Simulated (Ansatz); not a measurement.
A trial cell of Mg₂GeN, before relaxation:

```yaml
crystal:
  lattice:
    - [4.58360, 0.00000, 0.00000]
    - [0.00000, 4.58360, 0.00000]
    - [0.00000, 0.00000, 3.32261]
  atoms:
    - { symbol: Mg, position: [0.50000, 0.00000, 0.50000] }
    - { symbol: Mg, position: [0.00000, 0.50000, 0.50000] }
    - { symbol: Ge, position: [0.00000, 0.00000, 0.00000] }
    - { symbol: N, position: [0.50000, 0.50000, 0.00000] }
```

These are results of DFT PBE, scalar-relativistic, plane waves, PAW (Ansatz), not measurements. Cutoff 420 eV, Gaussian smearing, Γ-centred meshes. Cell and atoms relax first on a coarse mesh and then on a finer one. In between, the cell is made exact in the group found at 0.06 Å. In metals the finer mesh still leaves noise of several meV/atom or more. The steps can't lower the symmetry of their start. No spin polarisation.

A guess keeps its type if space group and coordination stay and the shape of the cell changes little (axis ratios within about 15 %, angles within 6°); the volume may change.

Question: Will the relaxed cell still be of the starting type?

Answer: It keeps its type. The symmetry stays P4/mmm (No. 123). The volume per atom shrinks by 13.1 %, from 17.5 to 15.2 Å³. The shortest distance goes from 2.83 Å (Mg–Ge and Mg–N) to 2.70 Å (Mg–Ge and Mg–N). The ratio c/a of the conventional cell changes by a factor of 1.04. Counting neighbours within 15 % of an atom's shortest distance, the start has Ge 12, Mg 12, N 12 and the end Ge 12, Mg 12, N 12.

The last run used a 10×10×14 mesh (in the run's order of axes) for its 4-atom cell and Gaussian smearing of 0.10 eV. An odd number of electrons in the primitive cell allows no gap without spin; a larger cell or a magnetic state could open one. A structure relaxed within its symmetry needn't be a true minimum. Another cell of Mg2GeN relaxed alike, in R-3m, lies 0.85 eV/atom lower, so this cell isn't the stable form at this level.
